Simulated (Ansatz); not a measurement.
As (diamond, space group No. 227) at seven volumes, PBEsol (plane waves, PAW; program Ansatz), scaled uniformly. One row is withheld.

```json
[
 {"V (Å³/atom)": "24.584", "P (GPa)": "5.82"},
 {"V (Å³/atom)": "25.395", "P (GPa)": "3.51"},
 {"V (Å³/atom)": "26.205", "P (GPa)": "1.57"},
 {"V (Å³/atom)": "27.016", "P (GPa)": "0.00"},
 {"V (Å³/atom)": "27.826", "P (GPa)": "-1.33"},
 {"V (Å³/atom)": "28.637", "P (GPa)": "-2.54"},
 {"V (Å³/atom)": "29.447", "P (GPa)": "?"}
]
```

### Question
Fit the shown pressures and predict the withheld one.

### Answer
Third-order Birch–Murnaghan: P = (3/2)B₀(x^(7/2) − x^(5/2))[1 + (3/4)(B′ − 4)(x − 1)] with x = (V₀/V)^(2/3). Least squares on the six rows gives V₀ = 27.008 Å³/atom, B₀ = 49.31 GPa, B′ = 4.78. At V = 29.447, x = 0.9440 and P = -3.47 GPa. The run itself gave -3.69 GPa.

Space group Fd-3m (diamond). The start of the workflow was typed in or built on a structure type; neither database checked (COD, Materials Project) lists it. It is not the phase usual at ambient conditions (space group No. 166). The cell was relaxed with PBEsol under the symmetry of its start. At this level the phase is mechanically unstable.

Potentials: the later of the program's two PAW sets.
